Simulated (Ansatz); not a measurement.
ZrGe₂ (space group Cmcm)

```
ZrGe2
1.0
    1.89763    -7.45842     0.00000
    1.89763     7.45842     0.00000
    0.00000     0.00000     3.76411
Zr Ge
2 4
Cartesian
  1.89763   5.89915   2.82308
  1.89763  -5.89915   0.94103
  1.89763   0.88816   2.82308
  1.89763  -0.88816   0.94103
  1.89763   3.72558   0.94103
  1.89763  -3.72558   2.82308
```

The slice is a (010) plane (indices of the conventional cell) through the point (0.895, 0.104, 0.250) (fractional), spanned by u = [001] and v = [110] in vectors of this cell: u (3.76 Å) and v (3.80 Å, at 90° to u). It covers one period; positions are fractions (u, v).

The numbers are results of PBEsol (plane waves to 420 eV, PAW, scalar-relativistic; Ansatz, a first-principles code), not measurements. k mesh 13×13×12. Near the nuclei the fields are pseudised (PAW); where an atom keeps semicore shells as valence, they peak there. ZrGe2 is run without spin polarisation. ZrGe2 was relaxed with its symmetry unable to fall.

Q: Sketch the electrostatic potential energy of an electron, from the cell's mean on this plane as a map.

A: 
```
|xxxxxxxxxxxx004477999999774400xxxxxxxxxx|
|xxxxxxxxxx0000558899999988550000xxxxxxxx|
|xxxxxxxxxx0022667788998877662200xxxxxxxx|
|xxxxxxxx00004466777777777766440000xxxxxx|
|xxxx0000003355555555555555555533000000xx|
|0000002244554433220000002233445544220000|
|4444555566553300xxxxxxxxxx00335566555544|
|77777777775511xxxxxxxxxxxxxx115577777777|
|99999988774400xxxxxxxxxxxxxx004477889999|
|99999988774400xxxxxxxxxxxxxx004477889999|
|99999988774400xxxxxxxxxxxxxx004477889999|
|77777777775511xxxxxxxxxxxxxx115577777777|
|4444555566553300xxxxxxxxxx00335566555544|
|0000002244554433220000002233445544220000|
|xxxx0000003355555555555555555533000000xx|
|xxxxxxxx00004466777777777766440000xxxxxx|
|xxxxxxxxxx0022667788998877662200xxxxxxxx|
|xxxxxxxxxx0000558899999988550000xxxxxxxx|
|xxxxxxxxxxxx004477999999774400xxxxxxxxxx|
|xxxxxxxxxxxx004477999999774400xxxxxxxxxx|
```
Scale: ten equal steps from 1.00 (start of '0') to 9.85 (end of '9'), in the order '0123456789'. Values: electrostatic potential energy of an electron, from the cell's mean, in eV. The map has 20 points along u (two characters each, u = 0 at the left) and 20 along v (v = 0 in the bottom row). Points within 1 Å of a nucleus are blanked (x), as the pseudised field means little there. Values under 1 eV are set to 1. The zero, the cell's mean, hangs on the PAW cores.
